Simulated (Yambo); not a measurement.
A G0W0@PBEsol run in Yambo for CsTaP₂O₈ (space group C2/m, No. 12) (2×2×1 Γ-centred k mesh, bands 2 to 307 and a 7 Ry block in the screening, 307 bands in G with the Bruneval-Gonze terminator, plasmon pole fitted at 27.2 eV) gives these matrix elements, in eV, at the band edges ((-0.5, -0.5, 0) → Γ):

```json
[
 {"state": "valence edge", "E0": "0.000", "<Vxc>": "-19.692", "<Σx>": "-25.274", "<Σc(E0)>": "4.166", "Z": "0.794"},
 {"state": "conduction edge", "E0": "3.398", "<Vxc>": "-15.644", "<Σx>": "-9.626", "<Σc(E0)>": "-4.092", "Z": "0.829"}
]
```

Solve the linearised quasiparticle equation for both states, give the gap, and say how exchange and correlation each act on it.

E = E0 + Z(Σx + Σc − Vxc). Valence: 0.000 + 0.794 × (-25.274 + (4.166) − (-19.692)) = -1.12 eV. Conduction: 3.398 + 0.829 × (-9.626 + (-4.092) − (-15.644)) = 4.99 eV. The gap is 6.12 eV, against 3.40 eV in PBEsol. Replacing Vxc by bare exchange alone would open it by 11.60 eV; correlation takes back 8.26 eV of that, and Z scales what is left. Nearest settings tried, and what they do to the gap: 200 bands in W, 200 bands in G: +62 meV; 6 Ry block (359 vectors against 441): -4 meV. Not varied: mesh. So the settings aren't converged at that level. The k mesh is coarse. Spin-orbit coupling is left out, which matters for elements this heavy: edges can move by tenths of an eV.

Geometry of the Materials Project entry, not relaxed at this level; primitive cell a = b = 5.1535 Å, c = 9.0169 Å, α = β = 92.81°, γ = 61.77°.

The structure is a Materials Project entry; no match was found in the copy of COD used, and its stability was not checked.
